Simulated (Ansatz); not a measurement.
CaTiO3:
```xyz
10
Lattice="2.7322 1.5775 4.4335 -2.7322 1.5775 4.4335 0.0000 -3.1549 4.4335" Properties=species:S:1:pos:R:3 pbc="T T T"
Ca     0.0000     0.0000     3.3251
Ca     0.0000     0.0000     9.9754
Ti     0.0000     0.0000     0.0000
Ti     0.0000     0.0000     6.6503
O      0.3830     1.5775     7.7587
O     -1.5576    -0.4570     7.7587
O      1.1746    -1.1204     7.7587
O     -0.3830    -1.5775     5.5419
O      1.5576     0.4570     5.5419
O     -1.1746     1.1204     5.5419
```

Relaxed with PBE. Special points in fractions of this cell's reciprocal vectors: Γ (0.000, 0.000, 0.000); T (0.500, 0.500, 0.500); H2 (0.749, 0.251, 0.500); H0 (0.500, -0.251, 0.251); L (0.500, 0.000, 0.000); S0 (0.376, -0.376, 0.000); S2 (0.624, 0.000, 0.376); F (0.500, 0.000, 0.500).

Question: List the band energies nearest the valence-band maximum at these points for PBE in the plane-wave PAW code Ansatz.

Answer: In eV from the valence-band maximum; about four levels below and three above (degenerate sets whole), none deeper than 8.9 eV; points with the same levels are listed once.

```json
[
 {"k": "Γ", "below": "-0.26 -0.26 -0.25 -0.25 0.00", "above": "2.34 2.34 2.36"},
 {"k": "T", "below": "-0.72 -0.72 -0.72 -0.72 -0.67 -0.67", "above": "3.54 3.54 3.70 3.70 3.70 3.70"},
 {"k": "H2", "below": "-0.96 -0.96 -0.43 -0.43", "above": "3.22 3.22 3.76 3.76"},
 {"k": "L", "below": "-0.44 -0.44 -0.34 -0.34", "above": "3.56 3.56 3.57 3.57"},
 {"k": "S0", "below": "-1.10 -0.84 -0.53 -0.15", "above": "2.87 3.56 3.72"},
 {"k": "F", "below": "-1.23 -0.45 -0.30 -0.03", "above": "2.41 3.56 3.68"}
]
```

Space group R-3c. The start of the workflow was typed in or built on a structure type; neither database checked (COD, Materials Project) lists it. COD files the formula under space group No. 11, 62, 65, 140, 221. Whether it is the stable phase at ambient conditions was not checked. The cell was relaxed with PBE under the symmetry of its start; whether a distortion lowers the energy is not shown. The workflow began spin-polarised and lost its moments.

Potentials: the earlier of the program's two PAW sets.
